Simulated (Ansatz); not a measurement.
Eigenvalues along a path: YbSe (zincblende type)

```
CELL_PARAMETERS angstrom
0.00000 3.17037 3.17037
3.17037 0.00000 3.17037
3.17037 3.17037 0.00000
ATOMIC_POSITIONS crystal
Yb 0.00000 0.00000 0.00000
Se 0.25000 0.25000 0.25000
```

The cell comes from a relaxation on PAW files under the same functional, begun from a prototype that needn't be the stable phase.

Computed with Ansatz 0.2.0; functional LDA, scalar-relativistic. Settings: a Γ-centred 11×11×11 k mesh, Fermi–Dirac smearing of 0.05 eV, no spin polarisation. Methods: LAPW: all electrons, basis error target 1 meV/atom.

Spin–orbit coupling is left out, which matters for the heavy atoms.

Path points, in fractions of the reciprocal vectors: Γ (0.000, 0.000, 0.000), X (-0.500, -0.500, 0.000), U (-0.375, -0.375, 0.250), K (-0.375, 0.000, 0.375), L (0.000, 0.000, 0.500), W (-0.500, -0.250, 0.250). The distance column jumps between branches of the path. Levels in eV from the valence-band top; bands 19 to 37, counted from the lowest band of the run. The gap is 0.35 eV, the pressure 0.03 GPa.

```
# k(1/Å) point b19 b20 b21 b22 b23 b24 b25 b26 b27 b28 b29 b30 b31 b32 b33 b34 b35 b36 b37
0.000 Γ -23.82 -23.82 -23.82 -13.72 -3.41 -3.41 -3.41 -0.60 -0.06 -0.06 -0.06 -0.04 -0.04 -0.04 0.39 2.91 2.91 5.79 5.79
0.142 - -23.82 -23.82 -23.82 -13.69 -3.55 -3.39 -3.39 -0.48 -0.06 -0.06 -0.06 -0.04 -0.03 -0.03 0.55 2.70 2.96 5.82 5.82
0.283 - -23.84 -23.82 -23.82 -13.61 -3.88 -3.34 -3.34 -0.31 -0.07 -0.07 -0.07 -0.05 -0.03 -0.03 1.06 2.23 3.12 5.82 5.82
0.425 - -23.86 -23.83 -23.83 -13.49 -4.21 -3.27 -3.27 -0.23 -0.08 -0.07 -0.07 -0.05 -0.02 -0.02 1.39 2.22 3.36 4.86 5.53
0.566 - -23.88 -23.84 -23.84 -13.36 -4.48 -3.18 -3.18 -0.19 -0.10 -0.08 -0.08 -0.06 -0.01 -0.01 0.98 3.03 3.67 4.03 5.06
0.708 - -23.90 -23.84 -23.84 -13.24 -4.67 -3.09 -3.09 -0.16 -0.11 -0.08 -0.08 -0.06 -0.01 -0.01 0.63 2.71 3.99 4.62 4.62
0.849 - -23.91 -23.85 -23.85 -13.16 -4.76 -3.03 -3.03 -0.14 -0.11 -0.08 -0.08 -0.05 -0.01 -0.01 0.41 2.18 4.24 4.31 4.31
0.991 X -23.92 -23.85 -23.85 -13.13 -4.80 -3.00 -3.00 -0.13 -0.11 -0.07 -0.07 -0.05 -0.01 -0.01 0.35 1.97 4.21 4.21 4.34
1.041 - -23.92 -23.85 -23.85 -13.13 -4.79 -3.02 -3.01 -0.13 -0.11 -0.08 -0.07 -0.05 -0.01 -0.01 0.35 1.98 4.13 4.23 4.41
1.091 - -23.92 -23.85 -23.85 -13.13 -4.76 -3.06 -3.01 -0.13 -0.11 -0.08 -0.07 -0.05 -0.02 -0.01 0.37 2.01 4.00 4.29 4.52
1.141 - -23.92 -23.85 -23.85 -13.13 -4.72 -3.13 -3.01 -0.13 -0.11 -0.08 -0.07 -0.05 -0.02 -0.01 0.40 2.06 3.86 4.39 4.62
1.191 - -23.92 -23.85 -23.84 -13.13 -4.66 -3.22 -3.02 -0.13 -0.11 -0.08 -0.07 -0.05 -0.03 -0.01 0.45 2.11 3.71 4.51 4.72
1.241 - -23.91 -23.85 -23.84 -13.13 -4.60 -3.33 -3.03 -0.13 -0.11 -0.09 -0.07 -0.05 -0.03 -0.01 0.50 2.19 3.55 4.66 4.82
1.291 - -23.91 -23.86 -23.84 -13.13 -4.52 -3.44 -3.04 -0.13 -0.11 -0.09 -0.07 -0.06 -0.04 -0.01 0.58 2.27 3.39 4.81 4.92
1.341 U -23.91 -23.86 -23.84 -13.14 -4.43 -3.56 -3.05 -0.13 -0.11 -0.09 -0.07 -0.07 -0.04 -0.01 0.67 2.36 3.23 4.95 5.02
1.948 K -23.91 -23.86 -23.84 -13.14 -4.43 -3.56 -3.05 -0.13 -0.11 -0.09 -0.07 -0.07 -0.04 -0.01 0.67 2.36 3.23 4.95 5.02
2.098 - -23.90 -23.86 -23.84 -13.17 -4.20 -3.81 -3.10 -0.13 -0.11 -0.10 -0.09 -0.07 -0.05 -0.01 1.08 2.64 2.77 5.19 5.30
2.248 - -23.90 -23.85 -23.83 -13.24 -4.25 -3.68 -3.15 -0.15 -0.10 -0.10 -0.09 -0.06 -0.05 0.00 1.68 2.42 2.86 4.35 5.22
2.399 - -23.88 -23.84 -23.83 -13.35 -4.29 -3.48 -3.21 -0.17 -0.09 -0.09 -0.08 -0.06 -0.04 0.00 2.24 2.27 2.91 3.69 5.31
2.549 - -23.87 -23.83 -23.82 -13.48 -4.16 -3.37 -3.28 -0.21 -0.09 -0.08 -0.07 -0.06 -0.04 0.00 1.92 2.26 2.86 4.22 5.48
2.699 - -23.84 -23.82 -23.82 -13.60 -3.89 -3.36 -3.34 -0.30 -0.08 -0.07 -0.06 -0.06 -0.03 -0.02 1.14 2.46 2.86 5.32 5.57
2.849 - -23.82 -23.82 -23.82 -13.69 -3.57 -3.39 -3.39 -0.46 -0.07 -0.06 -0.06 -0.04 -0.03 -0.03 0.57 2.75 2.89 5.70 5.81
2.999 Γ -23.82 -23.82 -23.82 -13.72 -3.41 -3.41 -3.41 -0.60 -0.06 -0.06 -0.06 -0.04 -0.04 -0.04 0.39 2.91 2.91 5.79 5.79
3.122 - -23.82 -23.82 -23.82 -13.70 -3.52 -3.40 -3.40 -0.50 -0.06 -0.06 -0.06 -0.04 -0.03 -0.03 0.51 2.85 2.85 5.67 5.92
3.244 - -23.84 -23.82 -23.82 -13.64 -3.77 -3.36 -3.36 -0.35 -0.07 -0.07 -0.06 -0.05 -0.03 -0.03 0.88 2.73 2.73 5.39 6.19
3.367 - -23.86 -23.82 -23.82 -13.55 -4.05 -3.32 -3.32 -0.25 -0.08 -0.08 -0.07 -0.06 -0.02 -0.02 1.43 2.64 2.64 4.88 5.56
3.489 - -23.88 -23.82 -23.82 -13.45 -4.28 -3.28 -3.28 -0.20 -0.08 -0.08 -0.08 -0.06 -0.02 -0.02 1.94 2.65 2.65 4.10 5.58
3.612 - -23.90 -23.83 -23.83 -13.36 -4.43 -3.24 -3.24 -0.17 -0.10 -0.09 -0.09 -0.06 -0.02 -0.02 2.20 2.77 2.77 3.49 5.16
3.735 - -23.91 -23.83 -23.83 -13.30 -4.52 -3.21 -3.21 -0.16 -0.11 -0.09 -0.09 -0.06 -0.03 -0.03 2.20 2.97 2.97 3.16 4.69
3.857 L -23.91 -23.83 -23.83 -13.28 -4.54 -3.21 -3.21 -0.15 -0.12 -0.09 -0.09 -0.06 -0.03 -0.03 2.16 3.08 3.08 3.08 4.48
3.957 - -23.91 -23.83 -23.83 -13.27 -4.52 -3.25 -3.20 -0.15 -0.12 -0.09 -0.09 -0.06 -0.03 -0.02 2.13 2.81 3.05 3.32 4.54
4.057 - -23.91 -23.84 -23.83 -13.25 -4.47 -3.37 -3.18 -0.14 -0.11 -0.10 -0.09 -0.06 -0.03 -0.02 1.91 2.63 3.03 3.64 4.69
4.158 - -23.91 -23.85 -23.83 -13.22 -4.38 -3.54 -3.14 -0.14 -0.11 -0.10 -0.09 -0.06 -0.04 -0.02 1.54 2.53 3.06 4.13 4.85
4.258 - -23.91 -23.85 -23.84 -13.18 -4.29 -3.69 -3.11 -0.13 -0.11 -0.10 -0.09 -0.06 -0.04 -0.01 1.16 2.45 3.17 4.72 4.93
4.358 - -23.91 -23.86 -23.84 -13.15 -4.21 -3.81 -3.07 -0.13 -0.11 -0.09 -0.08 -0.06 -0.04 -0.01 0.85 2.39 3.33 4.69 5.38
4.458 - -23.91 -23.86 -23.85 -13.13 -4.18 -3.86 -3.05 -0.12 -0.11 -0.09 -0.08 -0.05 -0.04 -0.02 0.64 2.35 3.53 4.41 5.52
4.558 W -23.91 -23.86 -23.85 -13.13 -4.17 -3.87 -3.04 -0.12 -0.11 -0.09 -0.08 -0.04 -0.04 -0.02 0.57 2.34 3.66 4.24 5.55
4.629 - -23.91 -23.86 -23.85 -13.13 -4.26 -3.78 -3.04 -0.12 -0.11 -0.09 -0.08 -0.04 -0.03 -0.02 0.56 2.32 3.67 4.24 5.48
4.700 - -23.91 -23.86 -23.85 -13.13 -4.40 -3.60 -3.03 -0.12 -0.11 -0.08 -0.08 -0.05 -0.03 -0.02 0.53 2.27 3.72 4.24 5.32
4.770 - -23.91 -23.85 -23.85 -13.13 -4.54 -3.42 -3.03 -0.13 -0.11 -0.08 -0.08 -0.05 -0.03 -0.02 0.48 2.20 3.78 4.23 5.10
4.841 - -23.92 -23.85 -23.85 -13.13 -4.65 -3.25 -3.02 -0.13 -0.11 -0.08 -0.08 -0.05 -0.02 -0.01 0.43 2.12 3.87 4.22 4.88
4.912 - -23.92 -23.85 -23.85 -13.13 -4.73 -3.12 -3.01 -0.13 -0.11 -0.08 -0.08 -0.05 -0.02 -0.01 0.39 2.04 3.98 4.21 4.66
4.983 - -23.92 -23.85 -23.85 -13.13 -4.78 -3.03 -3.01 -0.13 -0.11 -0.08 -0.07 -0.05 -0.01 -0.01 0.36 1.99 4.11 4.21 4.47
5.053 X -23.92 -23.85 -23.85 -13.13 -4.80 -3.00 -3.00 -0.13 -0.11 -0.07 -0.07 -0.05 -0.01 -0.01 0.35 1.97 4.21 4.21 4.34
```
